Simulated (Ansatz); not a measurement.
Notes on VNi₃F₄

```yaml
crystal:
  lattice:
    - [4.69205, 0.00000, 0.00000]
    - [0.00000, 4.69205, 0.00000]
    - [0.00000, 0.00000, 4.69205]
  atoms:
    - { symbol: V, position: [0.00000, 0.00000, 0.00000] }
    - { symbol: Ni, position: [0.50000, 0.00000, 0.00000] }
    - { symbol: Ni, position: [0.00000, 0.50000, 0.00000] }
    - { symbol: Ni, position: [0.00000, 0.00000, 0.50000] }
    - { symbol: F, position: [0.23500, 0.23500, 0.23500] }
    - { symbol: F, position: [0.23500, 0.76500, 0.76500] }
    - { symbol: F, position: [0.76500, 0.76500, 0.23500] }
    - { symbol: F, position: [0.76500, 0.23500, 0.76500] }
```

Method: PBEsol, spin-orbit coupling; PAW, plane waves to 420 eV, 6×6×6 Γ-centred mesh, fermi-dirac occupations (width 0.0275 eV) (Ansatz 0.2.0), atoms fixed.

The state carries no moments; the state need not be the lowest.

Which element gives electrons and which takes them?

Bader charges in e: V +1.25, Ni +0.51, F -0.69. In the mean V gives up most and F takes most.

What is the formation energy?

-0.45 eV an atom against the elements' usual phases (free molecules for gases, crystals otherwise, with no correction for O₂ or N₂), so it is bound against them; other compounds may still compete. Relaxing would lower it.

What does the stress say?

The pressure is 14.6 GPa (compression positive), so with the atoms held at these fractions the cell would first expand; the forces are large, so a full relaxation may end otherwise.

Which atom feels the largest force, and which way?

The largest is on F5 (and as large on other atoms): 2.01 eV/Å, components (1.16, 1.16, 1.16). It makes 180° with the line to a nearest neighbour, V1 at 1.91 Å, pointing away from it.

What happens at the Fermi level?

It is a metal, with about 3.3 states/eV a cell as the mean within 0.25 eV of the Fermi level, mostly Ni d (39 %), V d (33 %) and F p (12 %).

Origin: a known structure type with other elements, at an estimated volume, so it need not be a known compound. Caveats: correlation that this level lacks may open a gap in such a compound; atoms or cell far from equilibrium; the SCF threshold is loose for a stress.
